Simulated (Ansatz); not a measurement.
**Phonons of Ba (Fm-3m)**

```yaml
crystal:
  lattice:
    - [0.00000, 3.08140, 3.08140]
    - [3.08140, 0.00000, 3.08140]
    - [3.08140, 3.08140, 0.00000]
  atoms:
    - { symbol: Ba, position: [0.00000, 0.00000, 0.00000] }
```

Unless marked otherwise, the numbers come from PBEsol, all-electron LAPW in Ansatz 0.2.0, scalar-relativistic. k mesh 12×12×12, Fermi-Dirac smearing of 0.050 eV, basis error target 0.5 meV/atom. The cell was relaxed by PAW under this functional, which moved its volume by -13 % from the database entry's. The structure is one entry of a database and needn't be the stable phase.

Atoms are displaced by 0.01 Å in the smallest supercells that hold the wave vectors of a 4×4×4 mesh. Negative values stand for unstable modes.

(1) What are the phonon energies at the solved wave vectors, in meV?

(2) Is the structure dynamically stable at these wave vectors?

(3) How well do frozen-core PAW files reproduce these all-electron values?

(4) The cell is scaled evenly to 57.346 and 59.686 Å³ (from 58.516), with free atoms relaxed and the shape held. What are the mode Grüneisen parameters γ = −d ln ω/d ln V?

Answers

(1) 

| q | point | modes (meV) |
| --- | --- | --- |
| 0.250 0.000 0.000 | – | 2.81 (×2), 6.28 |
| 0.500 0.000 0.000 | L | 4.86 (×2), 9.43 |
| 0.250 0.250 0.000 | – | 4.77 (×2), 5.75 |
| 0.500 0.250 0.000 | – | 5.94, 6.20, 9.14 |
| -0.250 0.250 0.000 | – | 4.28, 6.41, 7.86 |
| 0.500 0.500 0.000 | X | 6.90 (×2), 10.52 |
| -0.250 0.500 0.250 | W | 6.11, 8.24 (×2) |

(2) Yes, no mode is unstable there; wave vectors off this mesh aren't tested.

(3) With a cutoff of 420 eV and displacements of 0.0025 Å, the r.m.s. difference over the modes is 0.0 cm⁻¹; the largest difference is 63.4 (PAW) against 63.4 cm⁻¹ (LAPW).

(4) For the highest mode, 86.4 cm⁻¹ in the small cell and 83.3 in the large one give γ ≈ 0.91. From the change of the dynamical matrix on each mode:

```
       point  cm⁻¹     γ
    0.25/0/0  22.7  0.29
    0.25/0/0  50.6  0.65
           L  39.2  0.52
           L  76.1  1.03
 0.25/0.25/0  38.5  0.30
 0.25/0.25/0  46.4  0.40
  0.5/0.25/0  47.9  0.42
  0.5/0.25/0  50.0  0.49
  0.5/0.25/0  73.8  0.79
-0.25/0.25/0  34.5  0.35
-0.25/0.25/0  51.7  0.52
-0.25/0.25/0  63.4  0.66
           X  55.6  0.16
           X  84.9  0.90
           W  49.2  0.41
           W  66.4  0.56
```

Weighted by the modes' heat capacities at 300 K, the mean on this mesh is 0.51; it moves with the q mesh, and a coarse one overweights the zone boundary.

Limits of these numbers: responses of metals move with mesh and smearing; the frozen-core PAW files of the compared runs were fitted under PBE, their cores solved anew for this functional.
